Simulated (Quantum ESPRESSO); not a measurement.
## Si7C (a curve over strain)

A calculation, not a measurement. The program is pw.x of Quantum ESPRESSO 7.5 (plane-wave density functional theory). The cell is made up: 8 atoms on a zincblende/diamond lattice, with randomly drawn elements, strain and displacements, not relaxed. PseudoDojo standard norm-conserving files (v0.5 for PBE, v0.4.1 for LDA and PBEsol) set the functional; there is no spin polarisation, spin-orbit coupling or dispersion term, and the masses in the input are unused placeholders.

Seven runs add a strain to one cell (the same linear strain along x, y and z); the atoms follow the cell and are not relaxed. Stress in the table is positive in tension.

Input of the run at -0.0001:

```
&control calculation='scf', pseudo_dir='./dojo.nc.sr.pbe.v0_5.standard.upf', outdir='./o', disk_io='low', tprnfor=.true., tstress=.true. /
&system ibrav=0, nat=8, ntyp=2, nbnd=26, ecutwfc=82.02448710, nosym=.true., tot_charge=0,
 occupations='smearing', smearing='fd', degauss=0.0073498644
/
&electrons conv_thr=7.350e-09, electron_maxstep=60, /
ATOMIC_SPECIES
C 1.0 C.upf
Si 1.0 Si.upf
CELL_PARAMETERS angstrom
5.3336 0.0185 -0.0456
0.0185 5.3541 0.0085
-0.0456 0.0085 5.2519
ATOMIC_POSITIONS angstrom
Si 0.0958 -0.2097 -0.0887
Si -0.0252 2.765 2.6645
Si 2.5385 -0.0087 2.5858
Si 2.6175 2.6098 -0.0431
Si 1.3349 1.3535 1.2802
Si 1.3882 4.087 3.8829
C 4.0418 1.3217 3.9272
Si 4.0373 4.0195 1.108
K_POINTS automatic
6 6 6 1 1 1
```

| added strain | free energy less that of the input shown (eV) | stress xx (GPa) | stress yy (GPa) | stress zz (GPa) | stress xy (GPa) | pressure (GPa) | iterations |
| --- | --- | --- | --- | --- | --- | --- | --- |
| -0.0246 | 0.3143 | -8.73 | -7.08 | -11.33 | -2.15 | 9.05 | 10 |
| -0.0202 | 0.2175 | -7.06 | -5.45 | -9.59 | -2.01 | 7.37 | 10 |
| -0.0129 | 0.0975 | -4.48 | -2.94 | -6.92 | -1.80 | 4.78 | 10 |
| -0.0063 | 0.0297 | -2.35 | -0.87 | -4.71 | -1.63 | 2.64 | 10 |
| -0.0001 | 0.0000 | -0.52 | 0.90 | -2.80 | -1.48 | 0.81 | 10 |
| +0.0105 | 0.0180 | 2.26 | 3.60 | 0.12 | -1.25 | -1.99 | 10 |
| +0.0175 | 0.0757 | 3.87 | 5.16 | 1.82 | -1.11 | -3.62 | 10 |

A cubic fit gives a slope of stress xx against the added strain of 282 GPa at zero added strain, with the atoms clamped. Across the table the free energy follows the integral of the stress to within 1.7 meV. A rerun of one of the cells at 1347 eV and a 8 x 8 x 8 mesh moved values by no more than 0.005 eV in energy, 0.02 GPa in stress and 0.007 eV/Å in force.